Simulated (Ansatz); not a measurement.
# WS: which magnetic state is lowest?

The calculation used DFT PBE+U, scalar-relativistic, plane waves, PAW in Ansatz 0.2.0.

```xyz
2
Lattice="0.0000 2.9747 2.9747 2.9747 0.0000 2.9747 2.9747 2.9747 0.0000" Properties=species:S:1:pos:R:3 pbc="T T T"
W     0.0000    0.0000    0.0000
S     1.4874    1.4874    1.4874
```

The plane-wave cutoff is 420 eV and the Γ-centred k-mesh is 12×12×12. The occupation rule is Gaussian smearing, 0.1 eV. The U_eff on Löwdin-orthogonalised atomic d orbitals is W 6.2 eV. The list of starting moments (μB, in atom order) is 1 0 and the check for lower electronic states after the SCF is on.

All runs keep this geometry, which stands near equilibrium for the lowest state (largest force there 0.000 eV/Å, pressure 0.0 GPa; forces reach 0.59 eV/Å in another state) and needn't be a stable compound; relaxing each order would shift the differences by some 11 meV/atom, going by the pressures and a bulk modulus of about 150 GPa. A propagation vector, in units of the reciprocal vectors, doubles the cell, which takes an equally dense mesh. The large starts are 2.5 0 μB. The small starts are 0.5 0 μB. Spin–orbit coupling is left out, which for heavy magnetic ions can matter as much as these differences. Site moments are spin moments in atom-centred spheres that scale with the neighbour distance. The states are those that the runs reached from these starts; a lower one can exist.

Task: Starts tried: no spin; ferromagnetic; large parallel starting moments; antiferromagnetic, doubled cell, propagation vector (0, 0, 1/2); antiferromagnetic, doubled cell, propagation vector (0, 1/2, 1/2); small parallel starting moments. Which state comes out lowest, and what are the moments?

Result: The lowest state is ferromagnetic, reached from the start “ferromagnetic” and the start “large parallel starting moments” and the start “small parallel starting moments”, with site moments (μB) W +2.73, S -0.27.

```tsv
start	ends	energy above lowest (meV/atom)	site moments (μB)	gap on mesh (eV)	P (GPa)
no spin	non-magnetic	586	none over 0.05	1.19	-4.5
ferromagnetic	ferromagnetic	0.00	W +2.73, S -0.27	metal	0.0
large parallel starting moments	ferromagnetic	0.00	W +2.73, S -0.27	metal	0.0
antiferromagnetic, doubled cell, propagation vector (0, 0, 1/2)	antiferromagnetic	42.1	W +2.61, S -0.20, W -2.61, S +0.20	metal	-2.4
antiferromagnetic, doubled cell, propagation vector (0, 1/2, 1/2)	antiferromagnetic	7.25	W +2.47, W -2.47	metal	1.4
small parallel starting moments	ferromagnetic	0.00	W +2.73, S -0.27	metal	0.0
```

Cost: 6 runs of about 14 core-minutes in all, on Arm Neoverse V2 (shared hosts).